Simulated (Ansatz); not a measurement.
Problem. Each is relaxed and computed with the program Ansatz at the r²SCAN level (PAW). Which is the only one with a gap?
(A) TiC, rock salt
(B) Na2CO3, C2/m (Pearson symbol mS24)
(C) Sc3RuC4, C2/m (Pearson symbol mS32)
(D) Y2Al3Si2, C2/m (Y on 4i, Al on 4i, Al on 2a, Si on 4i)

Solution. B, Na2CO3, C2/m (Pearson symbol mS24). Na2CO3: gap 4.84 eV (indirect); Sc3RuC4: metal; TiC: metal; Y2Al3Si2: metal. Standing as an ambient phase not checked: Na2CO3, C2/m (Pearson symbol mS24); Sc3RuC4, C2/m (Pearson symbol mS32); Y2Al3Si2, C2/m (Y on 4i, Al on 4i, Al on 2a, Si on 4i). Perhaps ordered models of mixed-site phases: Sc3RuC4, C2/m (Pearson symbol mS32). All cells were relaxed under the symmetry of their starts (and spin orders); stability against distortions was not tested throughout. Rows with no word on spin ran without spin polarisation. Spin–orbit coupling is left out wherever it is not named.

Potentials: the later of the program's two PAW sets.
